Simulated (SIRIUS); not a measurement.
A self-consistent single point of ZnS (P6_3mc, 4 atoms in the cell; from Materials Project mp-560588, changed as shown).

```
CELL_PARAMETERS angstrom
      3.79307     0.00000     0.00000
     -1.89654     3.28489     0.00000
      0.00000     0.00000     6.21711
ATOMIC_POSITIONS crystal
  Zn 0.33333 0.66667 0.00014
  Zn 0.66667 0.33333 0.50014
  S  0.33333 0.66667 0.37486
  S  0.66667 0.33333 0.87486
```

Level of theory: SIRIUS 7.12.0 with LDA (PW92), FP-LAPW (LAPW with two local orbitals a valence shell; core below -3 Ha), all-electron full potential with ZORA scalar-relativistic valence and Dirac core.

SIRIUS settings:

```
setting                                                                                          value
--------------------------------------  --------------------------------------------------------------
parameters.ngridk                                                                                5 5 3
basis                                   LAPW with two local orbitals a valence shell, core below -3 Ha
unit_cell.atom_type_rmt                                                       {Zn: 2.22, S: 2.04} bohr
parameters.xc_functionals                                                      [XC_LDA_X, XC_LDA_C_PW]
parameters.aw_cutoff                                                                                 7
parameters.pw_cutoff                                                                         20 1/bohr
parameters.smearing                                                                        fermi_dirac
parameters.smearing_width                                                               0.000367493 Ha
parameters.electronic_structure_method                                           full_potential_lapwlo
parameters.lmax_apw                                                                                  8
parameters.lmax_rho                                                                                  8
parameters.lmax_pot                                                                                  8
parameters.auto_rmt                                                                                  0
parameters.num_fv_states                                                                            22
parameters.num_mag_dims                                                                              0
parameters.num_dft_iter                                                                            100
parameters.energy_tol                                                                         1e-07 Ha
parameters.density_tol                                                                           1e-06
mixer.type                                                                                    anderson
mixer.beta                                                                                         0.4
mixer.use_hartree                                                                                 true
```

Results:

| Property | Result |
|---|---|
| Number of valence electrons | 36 |
| Number of bands | 22 |
| Number of k-points after the program's reduction | 10 |
| Size of the basis | 400 |
| Number of SCF iterations | 11 |
| FFT grid | 48 × 48 × 80 |
| Free energy E − TS | -119268.1167 eV |
| Largest force (vector length) | 0.010 eV/Å |

Forces (eV/Å):
```
atom     Fx     Fy      Fz
----  -----  -----  ------
Zn1   0.000  0.000   0.010
Zn2   0.000  0.000   0.010
S3    0.000  0.000  -0.010
S4    0.000  0.000  -0.010
```

For comparison: a first run was changed to give this one (volume scaled by 0.99), and from it to this one the free energy goes down by 5.2 meV/atom and the largest force moves little (0.008 to 0.010 eV/Å).

The structure comes from a collection of computed structures, made at another level of theory; the collection holds predicted forms beside known ones. Values depend on the basis (sphere radii, cutoffs, local orbitals), which need not be converged.

Cost on one core: roughly 60 core-seconds.
